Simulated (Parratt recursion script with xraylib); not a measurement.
**Surface roughness and fringe height: ZrB2 on SiO2**

| layer, from the top | thickness (Å) | density (g/cm³) | rms roughness of its top face (Å) | δ (10⁻⁶) | β (10⁻⁶) |
|---|---|---|---|---|---|
| ZrB2 | 400 | 6.071 | varied | 38.21 | 3.459 |
| SiO2 (substrate) | – | 2.632 | 2.6 | 18.95 | 0.5359 |

The refractive index is n = 1 − δ + iβ. Vacuum lies above.

Densities are inputs, not measurements. They were set from computed cells of the Materials Project: ZrB2 from entry mp-1472 (P6/mmm, 6.071 g/cm³); SiO2 from entry mp-6930 (P3₂21, 2.632 g/cm³). A layer's crystal structure does not enter its constants, only its composition and density.

Model: specular X-ray reflectivity, Parratt recursion, Névot-Croce roughness, xraylib tables. Program: Parratt recursion script with xraylib 4.3.0.

Photon energy 5.415 keV (λ = 2.2896 Å), s polarisation. The grazing angle θ is scanned from 0.05° to 4.46° in 900 evenly spaced points, and the curve is smoothed with a Gaussian of 0.004° full width. A maximum is a scan point above both neighbours; its place and height come from a parabola through R at the three points.

The table follows two fringe maxima, those next to orders 10.5 and 26.5 of m = (2d/λ)(sin²θ − 2δ)^½, through runs that differ in the roughness σ₁ of the film surface alone.

```
σ₁ (Å)  θ of the first (°)      R there  θ of the second (°)      R there
------  ------------------  -----------  -------------------  -----------
0                    1.791            ?                4.378            ?
2.2                  1.791  7.03 × 10⁻⁴                4.378  9.12 × 10⁻⁶
4                    1.791  5.63 × 10⁻⁴                4.378  2.78 × 10⁻⁶
```

**Question.** Estimate the two heights for σ₁ = 0 Å.

**Answer.** At a maximum the amplitudes from the film's two faces add: R ≈ (|r₁|g₁ + |r₂|g₂A)². Here q₀ = 4π sin θ/λ, qⱼ = (q₀² − 32π²δⱼ/λ²)^½ (1 film, 2 substrate), |r₁| = |q₀² − q₁²|/(q₀ + q₁)², |r₂| = |q₁² − q₂²|/(q₁ + q₂)² with the numerators taken from the constants, g₁ = exp(−q₀q₁σ₁²/2), g₂ = exp(−q₁q₂σ₂²/2), and A = exp(−16π²β₁d/(λ²q₁)) for absorption in the film.

Check on a shown row, σ₁ = 4 Å, second maximum: q₀ = 0.4190, q₁ = 0.4162, q₂ = 0.4176 Å⁻¹; |r₁| = 0.00330, |r₂| = 0.00167; g₁ = 0.248, g₂ = 0.556, A = 0.905; R ≈ 2.75 × 10⁻⁶ against 2.78 × 10⁻⁶ in the table.

- σ₁ = 0 Å, first maximum: q₀ = 0.1715, q₁ = 0.1647, q₂ = 0.1681 Å⁻¹; |r₁| = 0.0204, |r₂| = 0.0105; g₁ = 1.00, g₂ = 0.911, A = 0.776; R ≈ 7.74 × 10⁻⁴.
- σ₁ = 0 Å, second maximum: q₀ = 0.4190, q₁ = 0.4162, q₂ = 0.4176 Å⁻¹; |r₁| = 0.00330, |r₂| = 0.00167; g₁ = 1.00, g₂ = 0.556, A = 0.905; R ≈ 1.71 × 10⁻⁵.

The run gave 7.76 × 10⁻⁴ and 1.73 × 10⁻⁵; the estimates are 1.00 and 0.99 times these.
